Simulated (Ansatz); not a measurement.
Method: PBE+U (U_eff = 6 eV on X's open shell), scalar-relativistic; collinear spin; PAW, 420 eV, Γ-centred 8×8×8 mesh, 0.05 eV Gaussian smearing; code Ansatz; PAW files: Ansatz's generated set soft_2.

A compound XMn has these computed properties.

```json
{
 "Space group": "Pm-3m (No. 221)",
 "Conventional cell": "a = 3.760 Å, b = 3.760 Å, c = 3.760 Å, α = 90.00°, β = 90.00°, γ = 90.00°",
 "Volume": "26.57 Å³/atom",
 "Band gap": "zero (metallic)",
 "Density of states at the Fermi level": "1.2 states/(eV·atom)",
 "Magnetic state": "ferrimagnetic",
 "Site spin moments": "X 7.07; Mn -3.96 μB",
 "Spin moment of the cell": "3.56 μB",
 "Bader charges": "X 0.76; Mn -0.76 e",
 "f electrons (orthogonalised atomic orbitals)": "X 6.95",
 "Bulk modulus (Birch–Murnaghan)": "24 GPa"
}
```

Sites: X on 1a, Mn on 1b.

Problem. Which element is X?
A. Pm
B. Eu
C. Sm
D. Tb

Solution. B. X is Eu, so the compound is EuMn.

The start was a prototype's sites filled with these elements, not a measured cell.

Open d and f shells can converge to several self-consistent states; this is the one that the run reached. For elements this heavy, spin–orbit coupling would shift levels and gaps; it isn't included here. Site moments are of spin, integrated over atomic spheres. A U of this size is made for insulators; in a metal, as here, it tends to take f weight out of the bonding and to swell the cell.
